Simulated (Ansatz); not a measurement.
# Calculated ¹⁴N nuclear quadrupole resonance for SnC₂S₂N₂

Cell: a structure deposited in the COD whose atoms were relaxed with PBE, the cell held.

Space group P-1 (No. 2); a = 4.8792, b = 5.6694, c = 10.1845 Å, α = 100.37°, β = 97.32°, γ = 93.22°.

| site | Wyckoff | site symmetry | x | y | z |
| --- | --- | --- | --- | --- | --- |
| Sn | 2i | 1 | 0.6773 | 0.1912 | 0.2430 |
| C3 | 2i | 1 | 0.3103 | 0.6018 | 0.1253 |
| C5 | 2i | 1 | 0.2990 | 0.2495 | 0.5025 |
| S7 | 2i | 1 | 0.2357 | 0.8642 | 0.0934 |
| S9 | 2i | 1 | 0.1240 | 0.2809 | 0.6291 |
| N11 | 2i | 1 | 0.3540 | 0.4088 | 0.1475 |
| N13 | 2i | 1 | 0.4176 | 0.2233 | 0.4075 |

One atom of each set is listed.

Computed with Ansatz: DFT, r2SCAN, plane waves and PAW, scalar-relativistic, 500 eV cutoff, Γ-centred 6×5×3 k-points, Fermi–Dirac smearing 0.02 eV.

¹⁴N: I = 1, Q = 20.44 mb (year-2017 value). Static lattice, zero field.

(1) Predict the zero-field ¹⁴N lines of each site.

Answers

(1) For I = 1 the lines are ν± = (3/4)|C_Q|(1 ± η/3) and ν₀ = |C_Q|η/2.

| site | atoms | V_zz (10²¹ V/m²) | C_Q (MHz) | η | line frequencies (MHz) |
| --- | --- | --- | --- | --- | --- |
| N11 | 2 | -2.82 | -1.39 | 0.46 | 0.321, 0.884, 1.21 |
| N13 | 2 | -1.35 | -0.666 | 0.33 | 0.112, 0.444, 0.556 |

At N11 and N13 V_zz points along the shorter of its two bonds, to C (within 10°) in each case.

The largest force is 0.7 eV/Å, so the atoms aren't at the calculated equilibrium and relaxing them would move these values. Without spin–orbit coupling (the program notes it for Sn) the gradients are little affected as a rule: paired runs on crystals with a gap mostly move them by under 2 % at such atoms.

Hardware: 1 thread of Arm Neoverse V2 (aarch64; 8 cores open to the job, memory cap 3.0 GiB, no GPU), a shared host with a load of 0.2 a core. Wall time 1.8 min, CPU time 1.8 min, peak memory 1.3 GiB.
